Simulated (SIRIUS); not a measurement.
Input and output of a self-consistent single point for TaN (P-6m2, 2 atoms in the cell; from Materials Project mp-1459, changed as shown) (SIRIUS).

Level of theory: LDA (PW92), PseudoDojo 0.4 standard norm-conserving LDA (tails mended) pseudopotentials (plane waves; SIRIUS).

The change in words: volume scaled by 0.94. Reference geometry (P-6m2):
```
TaN
1.0
    2.93994     0.00000     0.00000
   -1.46997     2.54606     0.00000
    0.00000     0.00000     2.89018
Ta N
1 1
Direct
  0.00000   0.00000   0.50000
  0.66667   0.33333   0.00000
```

Reference input (self-consistent single point, DFT, LDA (PW92), plane waves, PseudoDojo 0.4 standard norm-conserving LDA (tails mended) pseudopotentials): parameters.ngridk = 10 10 8; parameters.xc_functionals = [XC_LDA_X, XC_LDA_C_PW]; parameters.gk_cutoff = 9.165 1/bohr; parameters.pw_cutoff = 18.331 1/bohr; parameters.smearing = fermi_dirac; parameters.smearing_width = 0.00367493 Ha; potentials = PseudoDojo 0.4 standard norm-conserving LDA (tails mended) pseudopotentials; parameters.electronic_structure_method = pseudopotential; parameters.num_bands = 13; parameters.num_mag_dims = 0; parameters.num_dft_iter = 100; parameters.energy_tol = 1e-07 Ha. This run's input differs from it in these lines:

```diff
@@ -32,7 +32,7 @@
     "lattice_vectors": [
-      [1.0000000761, 0.0, 0.0],
-      [-0.5000000381, 0.866025563, 0.0],
-      [0.0, 0.0, 0.9830745593]
+      [0.9999999301, 0.0, 0.0],
+      [-0.4999999651, 0.8660255707, 0.0],
+      [0.0, 0.0, 0.9830744847]
     ],
-    "lattice_vectors_scale": 5.555681,
+    "lattice_vectors_scale": 5.442268,
     "atom_coordinate_units": "lattice",
```

Output (repeated stretches shortened):

```
[find] density tolerance         : 1e-06
[find] total energy tolerance    : 1e-07
[find] iter_solver_tol (initial) : 0.01
[find] iter_solver_tol (target)  : 1e-13
[find] num_dft_iter              : 100
Charges and magnetic moments
--------------------------------------------------------------------------------
total charge          : 18.000000
[find] | SCF iteration   0 out of 100|
[diagonalize] iterative solver tolerance (occupied, empty): 0.01 0.01
[diagonalize] average number of iterations: 2
[find] Charges and magnetic moments
[find] total charge          : 18.000000
[find] Energy
[find] smearing (-TS)                 :      -0.00007632
   [... lines left out ...]

[find] Charges and magnetic moments
[find] total charge          : 18.000000
[find] Energy
[find] smearing (-TS)                 :      -0.00012577
[find] Total energy                   :     -75.63336258 (Ha),    -151.26672517 (Ry)
[find] Free energy (E-TS)             :     -75.63348835 (Ha),    -151.26697671 (Ry)
[find] band gap (eV)                  :       0.00000000
[find] Efermi                         :       0.77281764
[find] iteration : 16, RMS (target) : 9.3202e-07 (1.0000e-06) , energy difference (target) : -6.9407e-10 (1.0000e-07)
[find] bands are converged : true
[find] iterative solver converged : false
[find] converged after 17 SCF iterations!
[find] Charges and magnetic moments
[find] total charge          : 18.000000
[find] Energy
[find] smearing (-TS)                 :      -0.00012577
[find] Total energy                   :     -75.63336258 (Ha),    -151.26672517 (Ry)
[find] Free energy (E-TS)             :     -75.63348835 (Ha),    -151.26697671 (Ry)
[find] band gap (eV)                  :       0.00000000
[find] Efermi                         :       0.77281764
[ground_state] === stress tensor components [kbar] ===
[ground_state] === stress_total ===
[ground_state]   -74.627015   -0.000000   -0.000000
[ground_state]    -0.000000  -74.626976    0.000000
[ground_state]    -0.000000    0.000000  -69.410491
[ground_state] ==== total Forces in Ha/bohr =====
[ground_state] atom:    0, force:      -0.0000000      0.0000000      0.0000000
[ground_state] atom:    1, force:      -0.0000000      0.0000000      0.0000000
```

The run converged in 17 iterations. SIRIUS prints the stress tensor with tension positive. Against the reference run the free energy goes down by 18.4 meV/atom and the pressure goes from -15.18 to 7.29 GPa.

The structure comes from a collection of computed structures, made at another level of theory; the collection holds predicted forms beside known ones. No clean gap shows at this smearing width and mesh (spacing up to 0.28 Å⁻¹); the mesh is coarse for partly filled bands, so the values carry mesh errors.

Cost on one core: about 15 core-seconds (a rough figure).

“Tails mended”: in these copies of the files the far tail of each local potential was reset to the Coulomb form.
